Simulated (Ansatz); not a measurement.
Orbital-resolved density of states of FePt

```xyz
2
Lattice="2.7217 0.0000 0.0000 0.0000 2.7217 0.0000 0.0000 0.0000 3.7000" Properties=species:S:1:pos:R:3 pbc="T T T"
Fe    1.3608    1.3608    1.8500
Pt    0.0000    0.0000    0.0000
```

Atoms are numbered in the order listed.

The cell comes from COD entry 1540807, which wasn't checked; take it as a given geometry.

Spin polarisation is left out, and whether a magnetic state lies lower isn't shown here.

Spin–orbit coupling is left out, though it moves levels of the heavy atoms by tenths of an eV or more.

Level of theory: DFT, PBE, all-electron LAPW, scalar-relativistic in Ansatz 0.2.0.

The runs use a Γ-centred 12×12×9 k mesh, Fermi–Dirac smearing of 0.05 eV, basis error target 1 meV/atom, no spin polarisation.

States per eV for one atom of each kind, in 0.4 eV bins named by their centres, from the Fermi level, projected on a minimal set of Löwdin-orthogonalised atomic shells; orbitals are real harmonics on the Cartesian axes, equal curves share a column, and empty bins are left out, as is all above 7.1 eV, near the top of the computed bands.

Fe1 3d:

```
# E all dz2 dxz=dyz dx2-y2 dxy
-7.5 0.01 0.00 0.00 0.00 0.00
-7.1 0.01 0.00 0.01 0.00 0.00
-6.7 0.04 0.01 0.01 0.00 0.00
-6.3 0.11 0.03 0.03 0.02 0.01
-5.9 0.18 0.06 0.02 0.06 0.01
-5.5 0.19 0.06 0.03 0.06 0.00
-5.1 0.44 0.08 0.10 0.05 0.11
-4.7 0.35 0.07 0.08 0.03 0.09
-4.3 0.39 0.05 0.11 0.03 0.08
-3.9 0.30 0.05 0.07 0.05 0.08
-3.5 0.48 0.03 0.14 0.06 0.10
-3.1 0.52 0.01 0.15 0.06 0.15
-2.7 0.68 0.03 0.20 0.09 0.16
-2.3 0.59 0.04 0.17 0.13 0.09
-1.9 1.22 0.15 0.29 0.26 0.24
-1.5 2.65 0.54 0.40 0.98 0.33
-1.1 2.31 0.47 0.38 0.74 0.34
-0.7 2.14 0.79 0.26 0.35 0.46
-0.3 3.69 1.18 0.54 0.36 1.08
0.1 3.40 0.70 0.68 0.50 0.84
0.5 3.14 0.38 0.77 0.80 0.41
0.9 0.51 0.08 0.12 0.09 0.10
1.3 0.36 0.06 0.08 0.08 0.06
1.7 0.24 0.03 0.06 0.04 0.04
2.1 0.16 0.02 0.04 0.02 0.03
2.5 0.12 0.01 0.04 0.01 0.03
2.9 0.10 0.01 0.03 0.01 0.02
3.3 0.08 0.01 0.02 0.01 0.02
3.7 0.07 0.01 0.02 0.01 0.01
4.1 0.05 0.00 0.01 0.01 0.01
4.5 0.04 0.00 0.01 0.01 0.01
4.9 0.03 0.00 0.01 0.01 0.00
5.3 0.03 0.00 0.01 0.00 0.00
5.7 0.03 0.00 0.01 0.00 0.00
6.1 0.03 0.00 0.01 0.00 0.00
6.5 0.03 0.00 0.01 0.00 0.00
6.9 0.02 0.00 0.01 0.00 0.00
```

Pt2 5d:

```
# E all dz2 dxz=dyz dx2-y2 dxy
-8.3 0.01 0.01 0.00 0.00 0.00
-7.9 0.02 0.01 0.00 0.01 0.00
-7.5 0.04 0.02 0.00 0.02 0.00
-7.1 0.08 0.02 0.00 0.04 0.01
-6.7 0.24 0.02 0.01 0.10 0.09
-6.3 0.83 0.02 0.11 0.26 0.32
-5.9 1.64 0.15 0.28 0.47 0.47
-5.5 1.54 0.34 0.26 0.57 0.11
-5.1 2.74 0.55 0.72 0.41 0.35
-4.7 1.71 0.47 0.41 0.28 0.15
-4.3 1.81 0.45 0.32 0.40 0.33
-3.9 1.53 0.35 0.36 0.21 0.25
-3.5 1.96 0.41 0.48 0.29 0.30
-3.1 1.70 0.37 0.47 0.19 0.20
-2.7 2.12 0.31 0.45 0.18 0.73
-2.3 0.96 0.11 0.15 0.12 0.43
-1.9 0.71 0.18 0.06 0.11 0.31
-1.5 0.76 0.20 0.07 0.14 0.28
-1.1 0.46 0.15 0.07 0.07 0.11
-0.7 0.34 0.15 0.04 0.07 0.05
-0.3 0.66 0.23 0.07 0.19 0.10
0.1 1.17 0.27 0.17 0.43 0.14
0.5 0.83 0.06 0.25 0.13 0.13
0.9 0.16 0.02 0.04 0.03 0.03
1.3 0.11 0.02 0.03 0.02 0.02
1.7 0.09 0.01 0.02 0.01 0.02
2.1 0.10 0.02 0.02 0.03 0.01
2.5 0.10 0.02 0.02 0.04 0.01
2.9 0.08 0.01 0.01 0.03 0.01
3.3 0.06 0.01 0.01 0.02 0.00
3.7 0.05 0.01 0.01 0.02 0.00
4.1 0.03 0.00 0.01 0.01 0.00
4.5 0.03 0.00 0.01 0.01 0.00
4.9 0.02 0.00 0.00 0.01 0.00
5.3 0.02 0.00 0.00 0.01 0.00
5.7 0.02 0.00 0.00 0.01 0.00
6.1 0.02 0.00 0.00 0.01 0.00
6.5 0.02 0.00 0.00 0.01 0.00
6.9 0.02 0.00 0.00 0.01 0.00
```

Fe1 4s:

```
# E all
-9.5 0.01
-9.1 0.03
-8.7 0.05
-8.3 0.06
-7.9 0.07
-7.5 0.08
-7.1 0.09
-6.7 0.11
-6.3 0.16
-5.9 0.23
-5.5 0.26
-5.1 0.12
-4.7 0.03
-4.3 0.04
-3.9 0.06
-3.5 0.05
-3.1 0.02
-2.7 0.07
-2.3 0.11
-1.9 0.17
-1.5 0.12
-1.1 0.07
-0.7 0.04
-0.3 0.04
0.1 0.03
0.5 0.05
0.9 0.07
1.3 0.10
1.7 0.10
2.1 0.08
2.5 0.08
2.9 0.09
3.3 0.09
3.7 0.08
4.1 0.08
4.5 0.07
4.9 0.06
5.3 0.05
5.7 0.05
6.1 0.07
6.5 0.10
6.9 0.11
```

Pt2 6s:

```
# E all
-9.5 0.01
-9.1 0.05
-8.7 0.08
-8.3 0.11
-7.9 0.15
-7.5 0.18
-7.1 0.21
-6.7 0.24
-6.3 0.30
-5.9 0.19
-5.5 0.09
-5.1 0.15
-4.7 0.10
-4.3 0.11
-3.9 0.10
-3.5 0.12
-3.1 0.10
-2.7 0.09
-2.3 0.06
-1.9 0.06
-1.5 0.04
-1.1 0.02
-0.7 0.01
-0.3 0.03
0.1 0.04
0.5 0.06
0.9 0.07
1.3 0.07
1.7 0.08
2.1 0.11
2.5 0.13
2.9 0.12
3.3 0.10
3.7 0.09
4.1 0.08
4.5 0.06
4.9 0.05
5.3 0.07
5.7 0.10
6.1 0.12
6.5 0.11
6.9 0.10
```
